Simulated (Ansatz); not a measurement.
Given:

K3NaS2O8:
```yaml
crystal:
  lattice:
    - [5.66168, 0.00000, 0.00000]
    - [-2.83084, 4.90316, 0.00000]
    - [0.00000, 0.00000, 7.28929]
  atoms:
    - { symbol: K, position: [0.33333, 0.66667, 0.17450] }
    - { symbol: K, position: [0.66667, 0.33333, 0.82550] }
    - { symbol: K, position: [0.00000, 0.00000, 0.50000] }
    - { symbol: Na, position: [0.00000, 0.00000, 0.00000] }
    - { symbol: S, position: [0.66667, 0.33333, 0.26811] }
    - { symbol: S, position: [0.33333, 0.66667, 0.73189] }
    - { symbol: O, position: [0.19102, 0.80898, 0.80391] }
    - { symbol: O, position: [0.80898, 0.19102, 0.19609] }
    - { symbol: O, position: [0.19102, 0.38204, 0.80391] }
    - { symbol: O, position: [0.80898, 0.61796, 0.19609] }
    - { symbol: O, position: [0.61796, 0.80898, 0.80391] }
    - { symbol: O, position: [0.38204, 0.19102, 0.19609] }
    - { symbol: O, position: [0.66667, 0.33333, 0.46875] }
    - { symbol: O, position: [0.33333, 0.66667, 0.53125] }
```

This is the r²SCAN-relaxed structure.

Task: All from DFT-r²SCAN in the program Ansatz with PAW potentials, unless another level is named. Estimate the electron effective mass.

Result: 0.51 mₑ (isotropic).

Task: Next, the smallest direct gap on the standard path?

Result: 6.47 eV.

Task: Give the band gap.

Result: 6.37 eV (indirect).

Task: Next, the weight of the conduction-edge state by species (Voronoi cells)?

Result: O 60 %, K 24 %, Na 8 %, S 8 %.

Task: And the valence-band maximum?

Result: at A.

Task: Predict the conduction-band minimum.

Result: at Γ.

Space group P-3m1. The first step of the workflow began from a Materials Project structure, measured or hypothetical; the Crystallography Open Database files this formula in space group No. 164, but the cells were not matched. Its standing as an ambient phase is unchecked. Symmetry was held in the r²SCAN relaxation; its stability against distortions is not shown here.

Potentials: the later of the program's two PAW sets.
